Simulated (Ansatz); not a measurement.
## Zn3Se2S (I-4m2) at 2 levels of theory

One geometry, relaxed with PBE; plane waves with PAW potentials in Ansatz, scalar-relativistic. No spin polarisation. Gaps are the least over mesh and band path; pressure is positive in compression.

```yaml
crystal:
  lattice:
    - [-1.99283, 1.99283, 8.45190]
    - [1.99283, -1.99283, 8.45190]
    - [1.99283, 1.99283, -8.45190]
  atoms:
    - { symbol: Zn, position: [0.82750, 0.82750, 0.00000] }
    - { symbol: Zn, position: [0.50000, 0.50000, 0.00000] }
    - { symbol: Zn, position: [0.17250, 0.17250, 0.00000] }
    - { symbol: Se, position: [0.58621, 0.08621, 0.50000] }
    - { symbol: Se, position: [0.91379, 0.41379, 0.50000] }
    - { symbol: S, position: [0.25000, 0.75000, 0.50000] }
```

```
level  cutoff (eV)    k mesh  gap (eV)  pressure (GPa)
  PBE          420  10×10×10      1.36             0.0
```

Q: What comes out on the same cell with PBEsol?

A:
```tsv
level	cutoff (eV)	k mesh	gap (eV)	pressure (GPa)
PBEsol	420	10×10×10	1.24	-3.2
```

The structure comes from a generated guess; another structure or a mixture of phases may lie lower.
